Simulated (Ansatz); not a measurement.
# Does this entry for BaN₂O₆ lie near equilibrium?

The cell is an entry of the Crystallography Open Database (COD), atoms as given.

```cif
data_BaN2O6
_symmetry_space_group_name_H-M 'P2_13'
_symmetry_Int_Tables_number 198
_cell_length_a 8.1260
_cell_length_b 8.1260
_cell_length_c 8.1260
_cell_angle_alpha 90.000
_cell_angle_beta 90.000
_cell_angle_gamma 90.000
loop_
_atom_site_label
_atom_site_type_symbol
_atom_site_symmetry_multiplicity
_atom_site_Wyckoff_symbol
_atom_site_fract_x
_atom_site_fract_y
_atom_site_fract_z
Ba Ba 4 a 0.0000 0.0000 0.0000
N5 N 4 a 0.3479 0.3479 0.3479
N9 N 4 a 0.6464 0.6464 0.6464
O13 O 12 b 0.2730 0.2804 0.4686
O25 O 12 b 0.7021 0.6965 0.5153
```

One atom of each set is listed.

All values are calculated (Ansatz; DFT, PBE, plane waves and PAW, scalar-relativistic, 420 eV cutoff, Γ-centred 3×3×3 k-points, Fermi–Dirac smearing 0.02 eV), not measured.

**Question.** Do the atoms and the cell lie near the calculated equilibrium?

**Answer.** No. The largest force is 3.1 eV/Å, on atom 25 (O: 1 N at 1.23 Å; also 2 Ba at 2.90–2.97 Å), and the pressure is 4.4 GPa. Such values can come from imprecise or misplaced coordinates, missing atoms or a wrong setting of the space group; the run alone doesn't tell which, and gradients calculated on this entry can't be taken for those of the compound at ambient conditions.
